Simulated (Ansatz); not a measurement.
LaBi:
```
LaBi
1.0
    0.00000     3.33098     3.33098
    3.33098     0.00000     3.33098
    3.33098     3.33098     0.00000
La Bi
1 1
Direct
  0.50000   0.50000   0.50000
  0.00000   0.00000   0.00000
```

Relaxed with r²SCAN. Special points in fractions of this cell's reciprocal vectors: Γ (0.000, 0.000, 0.000); X (0.500, 0.000, 0.500); U (0.625, 0.250, 0.625); K (0.375, 0.375, 0.750); L (0.500, 0.500, 0.500); W (0.500, 0.250, 0.750).

List the band energies nearest the Fermi level at these points for r²SCAN in the plane-wave PAW code Ansatz.

In eV from the Fermi level; about four levels below and three above (degenerate sets whole), none deeper than 8.9 eV; points with the same levels are listed once.

| k | below | above |
|---|---|---|
| Γ | – | 0.11 0.11 0.11 |
| X | -1.82 -0.48 -0.48 -0.06 | 2.07 2.09 2.14 2.14 |
| U | -2.00 -1.75 -1.19 | 1.12 2.04 2.04 |
| L | -3.37 -1.79 -1.79 | 1.85 2.04 2.04 |
| W | -1.92 -1.60 -1.60 | 1.73 1.73 2.11 2.11 |

Space group Fm-3m (rock salt). The workflow started from a Materials Project entry (that database holds measured and hypothetical structures alike); the Crystallography Open Database files this formula in space group No. 225, but the cells were not matched. Its standing as an ambient phase is unchecked. The cell was relaxed with r²SCAN under the symmetry of its start; whether a distortion lowers the energy is not shown. Scalar-relativistic: spin–orbit coupling is off unless named, which matters more the heavier the elements.

Potentials: the later of the program's two PAW sets.
